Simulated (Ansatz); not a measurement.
Given:

Ni3Sn4:
```
CELL_PARAMETERS angstrom
      6.09114     2.02981     0.00000
     -6.09114     2.02981     0.00000
     -1.35704     0.00000     5.02411
ATOMIC_POSITIONS crystal
  Ni 0.00000 0.00000 0.00000
  Ni 0.78449 0.21551 0.66391
  Ni 0.21551 0.78449 0.33609
  Sn 0.57264 0.42736 0.31401
  Sn 0.42736 0.57264 0.68599
  Sn 0.82783 0.17217 0.18750
  Sn 0.17217 0.82783 0.81250
```

This is the r²SCAN-relaxed structure.

Task: All from the program Ansatz at the r²SCAN level (PAW), unless another level is named. Give the formation energy from the elements (no fitted shifts).

Result: -0.17 eV/atom.

Task: Predict the density of states at the Fermi level.

Result: 0.39 states/eV per atom (mean over ±0.08 eV).

Space group C2/m. The first step of the workflow began from a Materials Project structure, measured or hypothetical; the Crystallography Open Database files this formula in space group No. 12, but the cells were not matched. Whether it is the stable phase at ambient conditions was not checked. The r²SCAN relaxation kept the symmetry of its start; its stability against distortions is not shown here. The run is not spin-polarised. The references are the lowest solids computed at this level, not always the standard phases. Scalar-relativistic: spin–orbit coupling is off unless named, which matters more the heavier the elements.

Potentials: the earlier of the program's two PAW sets.
